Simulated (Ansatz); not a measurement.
**Compressing ZnNi$_{3}$N: a fit and a missing row**

ZnNi$_{3}$N, Pm-3m, a = 3.724 Å. The structure is a Materials Project entry; whether it is the stable form wasn't checked. Ansatz: r2SCAN, PAW, 500 eV, Γ-centred 10×10×10 mesh on 5 atoms, Gaussian smearing 0.10 eV; no spin polarisation. Symmetry fixes shape and atoms, so the cell is only scaled; pressure is positive in compression.

| V (Å³/atom) | P (GPa) |
| --- | --- |
| 9.711 | ? |
| 10.021 | 7.05 |
| 10.331 | -0.01 |
| 10.641 | -5.95 |
| 10.951 | -10.96 |

Task: Take V0 = 10.331 Å³/atom, count pressures from its P0 = -0.01 GPa, fit the third-order Birch–Murnaghan form to the other rows, and predict the missing pressure.

Result: With the Eulerian strain f = ½[(V0/V)^(2/3) − 1] and y = (P − P0)/[3f(1 + 2f)^(5/2)], the form is the line y = B0 + 1.5 B0 (B0′ − 4) f. Rows (f, y): 0.01026, 218.0; -0.00976, 213.1; -0.01905, 211.1. Means f = -0.006183, y = 214.07; Σ(Δf)² = 0.0004487, ΣΔfΔy = 0.1063; the slope is their ratio. y = 215.5 + 236.9 f GPa, so B0 = 215.5 GPa and B0′ = 4 + 2 × (236.9)/(3 × 215.5) = 4.73. At V = 9.711, f = 0.02106, y = 220.49 and P = 15.43 GPa. The run gave 15.43 GPa, the same to the digits shown. The form still works here, 33 % of the fitted range beyond its end.

The cell has an odd number of electrons and ran without spin polarisation, so a magnetic or disproportionated state may lie lower.